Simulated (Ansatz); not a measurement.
The start is a generated trial cell of TiRh in the AFLOW prototype AB_oP2_25_b_a (as in CdTe). The cell and all atomic positions are relaxed at zero pressure with PBEsol (plane waves to 420 eV, PAW, scalar-relativistic; Ansatz, an electronic-structure program). The first steps use a coarse 13×7×12 k-mesh.

Starting cell:
```yaml
crystal:
  lattice:
    - [2.45631, 0.00000, 0.00000]
    - [0.00000, 4.59586, 0.00000]
    - [0.00000, 0.00000, 2.64538]
  atoms:
    - { symbol: Ti, position: [0.00000, 0.50000, 0.25000] }
    - { symbol: Rh, position: [0.00000, 0.00000, 0.00000] }
```

How large is the pressure on the unrelaxed cell, and of which sign?

+11.5 GPa (positive: the cell is compressed).

What is the largest force in the starting geometry, and on which atom (counted from 1)?

0.58 eV/Å, on Ti1, Rh2 (atoms numbered as listed).

How much energy is released per atom?

0.39 eV/atom.

How does the volume per atom move from start to end?

+6.8 %, from 14.93 to 15.94 Å³/atom.

How do the shortest distances between atoms change?

The closest pairs of elements (up to four, under 3.6 Å), start → end: Rh–Ti 2.39 → 2.44 Å; Ti–Ti 2.46 → 2.69 Å; Rh–Rh 2.46 → 2.69 Å.

Is the relaxed structure metallic? Give its gap.

No gap (metallic).

What does it relax into? Give the structure.


```cif
data_RhTi
_chemical_formula_sum 'Ti1 Rh1'
_space_group_name_H-M_alt 'Pmmm'
_space_group_IT_number 47
_space_group_name_Hall '-P 2 2'
_cell_length_a 2.68675
_cell_length_b 3.28004
_cell_length_c 3.61782
_cell_angle_alpha 90.000
_cell_angle_beta 90.000
_cell_angle_gamma 90.000
loop_
_atom_site_label
_atom_site_type_symbol
_atom_site_symmetry_multiplicity
_atom_site_Wyckoff_symbol
_atom_site_fract_x
_atom_site_fract_y
_atom_site_fract_z
_atom_site_occupancy
Ti1 Ti 1 g 0.00000 0.50000 0.50000 1
Rh1 Rh 1 a 0.00000 0.00000 0.00000 1
```

Final values are on a 17×14×13 k-mesh of the relaxed cell. No spin polarisation in the result.

The run could not lose the symmetry of its start, so the end can be a saddle point.

The relaxed structure here is a generated cell of TiRh: the first start was made by placing the elements on the sites of a structure type, and the end was not matched to a known phase here, so it may be hypothetical.
